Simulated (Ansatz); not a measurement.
A relaxed cell of ScTl3SbBr3 is given with its symmetry left out. The cell was found from a structure generator's guess, not taken from experiment.

These are results of Ansatz 0.2.0, DFT PBE, scalar-relativistic, plane waves, PAW, not measurements. Cutoff 420 eV, Γ-centred mesh, Gaussian smearing, no spin polarisation.

```
Sc Tl Sb Br
1.0
     4.06935   -5.78202    0.00000
     4.06935    5.78202    0.00000
     0.00000    0.00000    6.01156
Sc Tl Sb Br
1 3 1 3
Direct
  0.50000 0.50000 0.50000
  0.00000 0.50000 0.00000
  0.50000 0.00000 0.00000
  0.00000 0.00000 0.50000
  0.50000 0.50000 0.00000
  0.72525 0.27475 0.50000
  0.27475 0.72525 0.50000
  0.00000 0.00000 0.00000
```

Formation energies are uncorrected and refer to the elements' standard structures at the same level. The references include crystalline Br.

(1) What space group does it have?

(2) What is its formation energy per atom?

(3) Is it a metal?

Results:

(1) Cmmm (No. 65). Conventional cell: a = 8.139 Å, b = 11.564 Å, c = 6.012 Å. Sc is surrounded by 2 Br at 2.60 Å and 2 Sb at 3.01 Å; Tl on a site of symmetry 2/m has 2 Sb at 3.54 Å, 6 Br at 3.54–3.64 Å and 2 Tl at 4.07 Å; Sb has 2 Sc at 3.01 Å and 4 Tl at 3.54 Å; Br on a site of symmetry m2m has 1 Sc at 2.60 Å, 1 Tl at 3.18 Å and 4 Tl at 3.64 Å; 2 more sites not described.

(2) −0.57 eV/atom.

(3) Yes, bands cross the Fermi level on the 6×6×6 mesh.

The last run used a 6×6×6 mesh for its 8-atom cell and Gaussian smearing of 0.10 eV. These runs have no spin–orbit coupling, which can matter for Sb and Tl. The cell is a metal run without spin; a magnetic state may lie lower. The reference form of Br is held partly by dispersion forces, which this level lacks. A structure relaxed within its symmetry needn't be a true minimum. Another cell of the same search, in P1, lies 232 meV/atom lower, so this cell isn't the stable form at this level.
